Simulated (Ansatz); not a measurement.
Input file for Ansatz (a first-principles code):

Ansatz 0.2 input:
```yaml
crystal:
  lattice:
    - [5.0122710083, 0.0, 0.0]
    - [-2.5061355042, 4.3407540239, 0.0]
    - [0.0, 0.0, 8.5396635826]
  atoms:
    - { symbol: Si, position: [0.6666666667, 0.3333333333, 0.9370363251] }
    - { symbol: Si, position: [0.3333333333, 0.6666666667, 0.4370363251] }
    - { symbol: Si, position: [0.6666666667, 0.3333333333, 0.5629636749] }
    - { symbol: Si, position: [0.3333333333, 0.6666666667, 0.0629636749] }
    - { symbol: O, position: [0.0, 0.4114990926, 0.0] }
    - { symbol: O, position: [0.5885009074, 0.0, 0.5] }
    - { symbol: O, position: [0.5885009074, 0.5885009074, 0.0] }
    - { symbol: O, position: [0.0, 0.5885009074, 0.5] }
    - { symbol: O, position: [0.4114990926, 0.0, 0.0] }
    - { symbol: O, position: [0.4114990926, 0.4114990926, 0.5] }
    - { symbol: O, position: [0.6666666667, 0.3333333333, 0.75] }
    - { symbol: O, position: [0.3333333333, 0.6666666667, 0.25] }
kpoints:
  mp_grid: { grid: [6, 6, 3] }
hamiltonian:
  xc: lda
  pseudopotentials: { kind: paw }
scf:
  occupations: { method: fixed }
phonons:
  method: dfpt
  response_accuracy: low
  qmesh: [2, 2, 1]
  interpolated_qmesh: [13, 13, 7]
  dielectric: true
  rigid_motions: translations
  temperatures: { t_max: 1000, t_step: 50 }
  qpath:
    path:
      - [[0.0, 0.0, 0.0], [0.5, 0.0, 0.0], [0.3333333333, 0.3333333333, 0.0], [0.0, 0.0, 0.0], [0.0, 0.0, 0.5], [0.5, 0.0, 0.5], [0.3333333333, 0.3333333333, 0.5], [0.0, 0.0, 0.5]]  # Γ-M-K-Γ-A-L-H-A
      - [[0.5, 0.0, 0.5], [0.5, 0.0, 0.0]]  # L-M
      - [[0.3333333333, 0.3333333333, 0.5], [0.3333333333, 0.3333333333, 0.0]]  # H-K
    npoints: 9
```

Output (shortened):

```
WARN phonons: the dynamical matrix that this run interpolates holds no multipole term above the dipole-dipole one, and a site of this crystal is no centre of …
Pseudopotential: Si, paw, valence charge 4
Pseudopotential: O, paw, valence charge 6
Functional definition: SPW92
Crystal: 12 atoms, lattice volume = 185.798 Å³
Basis set: ecut = 420 eV, 3671 PW (Γ), exchange–correlation on 72×72×120 points (8 copies of the dense FFT grid, shifted against one another)
Bands: 44, of which v1, the nominal top of the filled ones, is band 32 counted from 1 (31 counted from 0)
Symmetry: 12 space group operations
k-points: 56 of 108 (irreducible under 1 space group operation, time reversal used)
SCF 1 converged in 9 iterations: F = -6890.677401 eV  dr2 = 9.82e-11
WARN: on the 13×13×7 q-mesh 56 entries of the irreducible table, 4.683e-1 modes per cell, the lowest at -57.56 cm⁻¹, stand at or below zero and are read as no …
SCF converged after 9 iterations
Free energy (F): -6890.677401 eV
Harris-Foulkes:  -6890.677401 eV  (|F-HF|=1.47e-10)
Internal energy: -6890.677401 eV  (E = F + TS)
E sigma→0 (E₀):  -6890.677401 eV
Fermi energy:    0.454248 eV
--- Per-component energies (eV) ---
  E_band       = -414.341423
  E_kinetic    = 1604.029465
  E_local      = -4906.018672  (includes V_loc(G=0)·N_el)
  E_nonlocal   = 502.582520
  E_hartree    = 1821.697713
  E_xc         = -802.716602
  E_vxc        = -939.328658  (∫ρ·V_xc dr)
  E_paw        = -3133.096824  (= ΣΔE_a)
  E_vpaw       = -319.023221  (= ΣTr[D̂ρ^β])
  E_aug_tail   = 0.021394  (compensation charges beyond the density's cutoff)
  E_ewald      = -1978.289088
  E_core_change = 1.112695  (= ΣΔE_core)
  E_smearing   =  0.000000  (= −TS)
  E_closure    =  0.000000  (closes the sum)
  Σ components = -6890.677401   (vs F -6890.677401, Δ=0.00e0)
--- Band table (eV; the first three rows and the last of 56) ---
  k-point 0: bands = ["-18.7883", "-18.3741", "-17.3149", "-16.6278", "-16.6103", "-16.6103", "-16.5980", "-16.5980", "-9.3059", "-8.0167", "-6.1350", "-5.3998", "-5.3723", "-5.3723", "-5.1878", "-5.1878", "-2.6647", "-2.1812", "-2.1812", "-1.8220", …
  k-point 1: bands = ["-18.7098", "-18.5122", "-17.1126", "-16.7788", "-16.6090", "-16.6054", "-16.6029", "-16.5993", "-9.0416", "-8.4228", "-5.8635", "-5.5224", "-5.4073", "-5.3190", "-5.2428", "-5.1464", "-2.4108", "-2.1506", "-2.0847", "-1.9686", …
  k-point 2: bands = ["-18.7114", "-18.2891", "-17.4087", "-16.7359", "-16.6319", "-16.6256", "-16.6184", "-16.6050", "-9.1114", "-7.8334", "-6.3771", "-5.4664", "-5.3849", "-5.2460", "-5.0936", "-5.0597", "-2.6691", "-2.2664", "-2.1845", "-1.9278", …
  k-point 55: bands = ["-18.2715", "-18.1006", "-17.5991", "-17.3934", "-16.6530", "-16.6429", "-16.6355", "-16.6294", "-8.1414", "-7.7314", "-6.5552", "-6.1047", "-5.0628", "-4.9991", "-4.8497", "-4.8210", "-2.6463", "-2.5290", "-2.3925", "-2.3131", …
--- Phonons (Γ-DFPT): 6 representative perturbations + reference, on 56 of 108 k-points (Σ response iterations 21) ---
  ASR residual: 2.841e-4 → 0.000e0 eV/Å²; symmetrization residual: 1.652e-4 eV/Å²
  ASR residual per site (eV/Å²): 3.05e-5 3.05e-5 3.05e-5 3.05e-5 1.79e-4 2.06e-4 1.79e-4 1.79e-4 2.06e-4 1.79e-4 2.84e-4 2.84e-4
  Γ frequencies (cm⁻¹): -19.90 -19.90 0.00 0.00 0.00 17.90 17.90 248.36 255.55 255.55 288.99 289.98 289.98 336.65 365.28 365.28 422.59 440.76 440.76 440.82 440.82 473.83 688.99 762.94 772.06 772.06 773.38 773.38 1095.94 1095.94 1096.82 1096.82 1107.72 1169.18 1190.13 1266.96
  ε∞ (high-frequency dielectric tensor):
        2.175884     0.000000     0.000000
        0.000000     2.175884     0.000000
        0.000000     0.000000     2.192157
  ε⁰ (static dielectric tensor): not given — an optical mode at Γ is not stable, and the ionic part, a sum over the modes at Γ, is formed only where all of …
  softest optical mode at Γ: -19.90 cm⁻¹; the repairs (sum rule, projections) moved no ω² at Γ by more than (10.38 cm⁻¹)²
  Born effective charges Z* (e; rows j = field, columns β = displacement):
    site 0:
         3.32929   -0.30238    0.00000
         0.30238    3.32929    0.00000
         0.00000    0.00000    3.47056
    site 1:
         3.32929   -0.30238    0.00000
         0.30238    3.32929    0.00000
         0.00000    0.00000    3.47056
    site 2:
         3.32929    0.30238    0.00000
        -0.30238    3.32929    0.00000
         0.00000    0.00000    3.47056
    site 3:
         3.32929    0.30238    0.00000
        -0.30238    3.32929    0.00000
         0.00000    0.00000    3.47056
    site 4:
        -2.29666   -0.71078   -0.51288
        -0.71078   -1.47592   -0.29611
        -0.54819   -0.31650   -1.23874
    site 5:
        -1.06555    0.00000    0.00000
         0.00000   -2.70703   -0.59222
         0.00000   -0.63300   -1.23874
    site 6:
        -2.29666    0.71078    0.51288
         0.71078   -1.47592   -0.29611
         0.54819   -0.31650   -1.23874
    site 7:
        -2.29666   -0.71078    0.51288
        -0.71078   -1.47592    0.29611
         0.54819    0.31650   -1.23874
    site 8:
        -1.06555    0.00000    0.00000
         0.00000   -2.70703    0.59222
         0.00000    0.63300   -1.23874
    site 9:
        -2.29666    0.71078   -0.51288
         0.71078   -1.47592    0.29611
        -0.54819    0.31650   -1.23874
    site 10:
        -0.99970    0.00000    0.00000
         0.00000   -0.99970    0.00000
         0.00000    0.00000   -3.22490
    site 11:
        -0.99970    0.00000    0.00000
         0.00000   -0.99970    0.00000
         0.00000    0.00000   -3.22490
  Z* charge neutrality: 6.704e-5 e pre-enforcement
  k-mesh period / interband length: 25.6 Å / 0.98 Å = 26.14 at k = (0.0000, 0.0000, 0.0000), direct gap 5.482 eV — 14 or more, which is no proof of convergence
  optical modes at Γ without the LO–TO term, one row a degenerate level:
      ω (cm⁻¹)  modes    IR ((D/Å)²/amu)
        -19.90      2             0.0000
         17.90      2             0.0080
        248.36      1             0.0000
        255.55      2             0.0000
        288.99      1             0.0000
        289.98      2             0.0000
        336.65      1             0.0000
        365.28      2             4.2486
        422.59      1            17.7953
        440.76      2             0.0000
        440.82      2            26.6758
        473.83      1             0.0000
        688.99      1             0.0000
        762.94      1             0.0000
        772.06      2             8.2066
        773.38      2             0.0000
       1095.94      2             0.0000
       1096.82      2           116.3292
       1107.72      1            49.7676
       1169.18      1            18.7514
       1190.13      1             0.0000
       1266.96      1             0.0000
  optical modes at Γ + LO–TO along q̂ = [1.0000, 0.0000, 0.0000]:
      ω (cm⁻¹)  modes    IR ((D/Å)²/amu)
        -19.90      2             0.0000
         17.90      1             0.0040
         18.23      1             0.0013
        248.36      1             0.0000
        255.55      2             0.0000
        288.99      1             0.0000
        289.98      2             0.0000
        336.65      1             0.0000
        365.28      1             2.1243
        371.18      1             0.3076
        422.59      1            17.7953
        440.76      2             0.0000
        440.82      1            13.3379
        473.83      1             0.0000
        498.99      1             7.6143
        688.99      1             0.0000
        762.94      1             0.0000
        772.06      1             4.1033
        773.38      2             0.0000
        782.55      1             2.2900
       1095.94      2             0.0000
       1096.82      1            58.1646
       1107.72      1            49.7676
       1169.18      1            18.7514
       1190.13      1             0.0000
       1240.08      1            67.5209
       1266.96      1             0.0000
  optical modes at Γ + LO–TO along q̂ = [0.0000, 1.0000, 0.0000]:
      ω (cm⁻¹)  modes    IR ((D/Å)²/amu)
        -19.90      2             0.0000
         17.90      1             0.0040
         18.23      1             0.0013
        248.36      1             0.0000
        255.55      2             0.0000
        288.99      1             0.0000
        289.98      2             0.0000
        336.65      1             0.0000
        365.28      1             2.1243
        371.18      1             0.3076
        422.59      1            17.7953
        440.76      2             0.0000
        440.82      1            13.3379
        473.83      1             0.0000
        498.99      1             7.6143
        688.99      1             0.0000
        762.94      1             0.0000
        772.06      1             4.1033
        773.38      2             0.0000
        782.55      1             2.2900
       1095.94      2             0.0000
       1096.82      1            58.1646
       1107.72      1            49.7676
       1169.18      1            18.7514
       1190.13      1             0.0000
       1240.08      1            67.5209
       1266.96      1             0.0000
  optical modes at Γ + LO–TO along q̂ = [0.0000, 0.0000, 1.0000]:
      ω (cm⁻¹)  modes    IR ((D/Å)²/amu)
        -19.90      2             0.0000
         17.90      2             0.0080
        248.36      1             0.0000
        255.55      2             0.0000
        288.99      1             0.0000
        289.98      2             0.0000
        336.65      1             0.0000
        365.28      2             4.2486
        440.76      2             0.0000
        440.82      2            26.6758
        473.83      1             0.0000
        497.41      1             9.5406
        688.99      1             0.0000
        762.94      1             0.0000
        772.06      2             8.2066
        773.38      2             0.0000
       1095.94      2             0.0000
       1096.82      2           116.3292
       1147.69      1             2.6616
       1190.13      1             0.0000
       1266.96      1             0.0000
       1288.40      1            74.1121
  non-analytic LO–TO correction: the dipole-dipole term of the run's Born effective charges and high-frequency dielectric tensor (where they are solved with …
--- Phonons (arbitrary-q DFPT): 2 irreducible q on the 2×2×1 mesh ---
  q = [0.0000, 0.0000, 0.0000] (star 1, of the zone-centre solve; hermiticity 4.03e-6, symmetrization 1.81e-6): -19.90 -19.90 -0.02 -0.02  0.00 17.90 17.90 248.36 255.55 255.55 288.99 289.98 289.98 336.65 365.28 365.28 422.59 440.76 440.76 440.82 440.82 …
  q = [0.0000, -0.5000, 0.0000] (star 3, 12 solved perturbations in 540 linear systems a pass and spin channel, the states on 56 of 108 k-point pairs; hermiticity 1.21e-6, symmetrization 3.70e-12): -50.36 77.08 78.95 130.85 142.24 199.12 209.75 247.84 264.52 …
  sum rule: each row above includes the acoustic sum rule's correction from the zone centre's row sums; it moved no ω² by more than (2.20 cm⁻¹)²
  mesh force constants: q→R imaginary residual 2.19e-17; ASR residual 2.841e-4 → 0.000e0 eV/Å²; symmetrization residual 7.105e-14 eV/Å²
  interpolated dispersion: 85 rows × 36 modes
  density of states and harmonic sums: on the 13×13×7 q-mesh, interpolated from the force constants of a 2×2×1 supercell (with the dipole–dipole term)
  largest difference from the sums on the solved wave vectors: F 2.63e-1 eV, S 3.97e-4 and C_V 1.31e-4 eV/K
  zero-point energy: 1.236476 eV/cell   skipped modes (ω ≤ 0): 59, of them read as no rigid motion or as one in doubt …
```

Cost: very roughly 12 core-minutes on shared cores.

Space group P6_322. The first step of the workflow began from a Materials Project structure, measured or hypothetical; the Crystallography Open Database copy checked does not list it. It is not the phase usual at ambient conditions (space group No. 92, 152, 154). The cell was relaxed with LDA under the symmetry of its start. At this level the phase is dynamically unstable (imaginary phonons).

Potentials: the later of the program's two PAW sets.

Ansatz is a plane-wave DFT program.
